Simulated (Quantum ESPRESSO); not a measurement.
## Al3MgN4 (input and log of a self-consistent run)

Computed values, not a measurement. The program is pw.x of Quantum ESPRESSO 7.5 (plane-wave density functional theory). The cell is made up: 8 atoms on a rocksalt lattice, with randomly drawn elements, strain and displacements, not relaxed. PseudoDojo standard norm-conserving files (v0.5 for PBE, v0.4.1 for LDA and PBEsol) set the functional; there is no spin polarisation, spin-orbit coupling or dispersion term, and the masses in the input are unused placeholders. A spin-polarised start on this cell or one of its family kept no moment.

Input:

```
&control calculation='scf', pseudo_dir='./dojo.nc.sr.pbe.v0_5.standard.upf', outdir='./o', disk_io='medium', tprnfor=.true., tstress=.true. /
&system ibrav=0, nat=8, ntyp=3, nbnd=30, ecutwfc=84.00895049, nosym=.true., tot_charge=0,
 occupations='smearing', smearing='fd', degauss=0.0073498644
/
&electrons conv_thr=7.350e-09, electron_maxstep=60, /
ATOMIC_SPECIES
Al 1.0 Al.upf
Mg 1.0 Mg.upf
N 1.0 N.upf
CELL_PARAMETERS angstrom
4.1471 0.0 0.0
0.0 4.1471 0.0
0.0 0.0 4.218
ATOMIC_POSITIONS angstrom
Al -0.0387 0.018 0.0196
Mg -0.0087 2.0699 2.0897
Al 2.1065 -0.0035 2.1305
Al 2.1171 2.0751 0.0009
N 2.0636 0.0265 -0.034
N 2.0953 2.084 2.1304
N 4.1696 0.0048 2.1229
N 4.1568 2.0592 0.0109
K_POINTS automatic
6 6 6 1 1 1
```

The log is shortened where brackets say so; the opening notice, blank lines, dates and the lines on written files are dropped, and the path of the files is cut. It prints rydbergs, bohrs and kilobars, and counts compression as positive stress.

```
     Program PWSCF v.7.5
     Parallel version (MPI & OpenMP), running on       1 processor cores
     Number of MPI processes:                 1
     Threads/MPI process:                     1
     [start-up lines left out]
     bravais-lattice index     =            0
     lattice parameter (alat)  =       7.8369  a.u.
     unit-cell volume          =     489.5445 (a.u.)^3
     number of atoms/cell      =            8
     number of atomic types    =            3
     number of electrons       =        39.00
     number of Kohn-Sham states=           30
     kinetic-energy cutoff     =      84.0090  Ry
     charge density cutoff     =     336.0358  Ry
     scf convergence threshold =      7.3E-09
     mixing beta               =       0.7000
     number of iterations used =            8  plain     mixing
     Exchange-correlation= PBE
                           (   1   4   3   4   0   0   0)
     [axes and pseudopotential details left out]
   Cartesian axes
     site n.     atom                  positions (alat units)
         1        Al     tau(   1) = (  -0.0093318   0.0043404   0.0047262  )
         2        Mg     tau(   2) = (  -0.0020979   0.4991199   0.5038943  )
         3        Al     tau(   3) = (   0.5079453  -0.0008440   0.5137325  )
         4        Al     tau(   4) = (   0.5105013   0.5003738   0.0002170  )
         5        N      tau(   5) = (   0.4976007   0.0063900  -0.0081985  )
         6        N      tau(   6) = (   0.5052446   0.5025198   0.5137084  )
         7        N      tau(   7) = (   1.0054255   0.0011574   0.5118999  )
         8        N      tau(   8) = (   1.0023390   0.4965398   0.0026283  )
     number of k points=   108  Fermi-Dirac smearing, width (Ry)=  0.0073
     Number of k-points >= 100: set verbosity='high' to print them.
     Dense  grid:    50927 G-vectors     FFT dimensions: (  45,  45,  48)
     Estimated max dynamical RAM per process >      59.28 MB
     Initial potential from superposition of free atoms
     starting charge      38.9918, renormalised to      39.0000
     Starting wfcs are   33 randomized atomic wfcs
     total cpu time spent up to now is       14.0 secs
     per-process dynamical memory:    41.5 Mb
     Self-consistent Calculation
     iteration #  1     ecut=    84.01 Ry     beta= 0.70
     Davidson diagonalization with overlap
     ethr =  1.00E-02,  avg # of iterations =  5.1
     total cpu time spent up to now is       57.3 secs
     total energy              =    -215.61617422 Ry
     estimated scf accuracy    <       1.45052193 Ry
     iteration #  2     ecut=    84.01 Ry     beta= 0.70
     Davidson diagonalization with overlap
     ethr =  3.72E-03,  avg # of iterations =  2.6
     total cpu time spent up to now is       87.3 secs
     total energy              =    -216.06448397 Ry
     estimated scf accuracy    <       0.87439904 Ry
     iteration #  3     ecut=    84.01 Ry     beta= 0.70
     Davidson diagonalization with overlap
     ethr =  2.24E-03,  avg # of iterations =  2.0
     total cpu time spent up to now is      119.1 secs
     total energy              =    -216.21023545 Ry
     estimated scf accuracy    <       0.01086011 Ry
     iteration #  4     ecut=    84.01 Ry     beta= 0.70
     Davidson diagonalization with overlap
     ethr =  2.78E-05,  avg # of iterations =  9.6
     total cpu time spent up to now is      170.3 secs
     total energy              =    -216.21275248 Ry
     estimated scf accuracy    <       0.02319529 Ry
     iteration #  5     ecut=    84.01 Ry     beta= 0.70
     Davidson diagonalization with overlap
     ethr =  2.78E-05,  avg # of iterations =  2.0
     total cpu time spent up to now is      203.5 secs
     total energy              =    -216.21583536 Ry
     estimated scf accuracy    <       0.00391037 Ry
     iteration #  6     ecut=    84.01 Ry     beta= 0.70
     Davidson diagonalization with overlap
     ethr =  1.00E-05,  avg # of iterations =  1.6
     total cpu time spent up to now is      234.6 secs
     total energy              =    -216.21602681 Ry
     estimated scf accuracy    <       0.00085886 Ry
     iteration #  7     ecut=    84.01 Ry     beta= 0.70
     Davidson diagonalization with overlap
     c_bands:  1 eigenvalues not converged
     ethr =  2.20E-06,  avg # of iterations =  7.1
     total cpu time spent up to now is      273.3 secs
     total energy              =    -216.21606673 Ry
     estimated scf accuracy    <       0.00010971 Ry
     iteration #  8     ecut=    84.01 Ry     beta= 0.70
     Davidson diagonalization with overlap
     ethr =  2.81E-07,  avg # of iterations =  2.0
     total cpu time spent up to now is      308.7 secs
     total energy              =    -216.21609237 Ry
     estimated scf accuracy    <       0.00000199 Ry
     iteration #  9     ecut=    84.01 Ry     beta= 0.70
     Davidson diagonalization with overlap
     ethr =  5.10E-09,  avg # of iterations =  3.8
     total cpu time spent up to now is      351.8 secs
     total energy              =    -216.21609323 Ry
     estimated scf accuracy    <       0.00000605 Ry
     iteration # 10     ecut=    84.01 Ry     beta= 0.70
     Davidson diagonalization with overlap
     ethr =  5.10E-09,  avg # of iterations =  2.0
     total cpu time spent up to now is      385.0 secs
     total energy              =    -216.21609375 Ry
     estimated scf accuracy    <       0.00000037 Ry
     iteration # 11     ecut=    84.01 Ry     beta= 0.70
     Davidson diagonalization with overlap
     ethr =  9.60E-10,  avg # of iterations =  2.0
     total cpu time spent up to now is      422.3 secs
     End of self-consistent calculation
     Number of k-points >= 100: set verbosity='high' to print the bands.
     the Fermi energy is     9.6359 ev
!    total energy              =    -216.21609384 Ry
     estimated scf accuracy    <          2.7E-09 Ry
     smearing contrib. (-TS)   =      -0.00854687 Ry
     internal energy E=F+TS    =    -216.20754697 Ry
     The total energy is F=E-TS. E is the sum of the following terms:
     one-electron contribution =     -84.41287929 Ry
     hartree contribution      =      63.16147257 Ry
     xc contribution           =     -47.55572366 Ry
     ewald contribution        =    -147.40041659 Ry
     convergence has been achieved in  11 iterations
     Forces acting on atoms (cartesian axes, Ry/au):
     atom    1 type  1   force =     0.02616424   -0.00622453   -0.00684962
     atom    2 type  2   force =     0.02305365    0.00507138    0.01540372
     atom    3 type  1   force =    -0.01669804    0.00311011   -0.00292572
     atom    4 type  1   force =    -0.02178882    0.00326535   -0.00170803
     atom    5 type  3   force =     0.01082709   -0.01319258    0.02194444
     atom    6 type  3   force =    -0.01018337   -0.00001953   -0.01121987
     atom    7 type  3   force =    -0.00856754   -0.00454897   -0.00842785
     atom    8 type  3   force =    -0.00280720    0.01253877   -0.00621706
     Total force =     0.061003     Total SCF correction =     0.000066
     Computing stress (Cartesian axis) and pressure
          total   stress  (Ry/bohr**3)                   (kbar)     P=      -47.96
  -0.00025726  -0.00000083  -0.00000038          -37.84       -0.12       -0.06
  -0.00000083  -0.00025471   0.00000083           -0.12      -37.47        0.12
  -0.00000038   0.00000083  -0.00046606           -0.06        0.12      -68.56
     init_run     :     13.10s CPU     13.97s WALL (       1 calls)
     electrons    :    381.60s CPU    408.30s WALL (       1 calls)
     forces       :      5.77s CPU      5.85s WALL (       1 calls)
     stress       :     22.11s CPU     22.24s WALL (       1 calls)
     [timing details left out]
     PWSCF        :   7m 2.83s CPU   7m30.89s WALL
     JOB DONE.
```

In other units: free energy -2941.770 eV for the cell, pressure -4.80 GPa, largest force component 0.673 eV/Å. A rerun of the same cell at another strain at 1437 eV and a 8 x 8 x 8 mesh moved values by no more than 0.005 eV in energy, 0.02 GPa in stress and 0.011 eV/Å in force.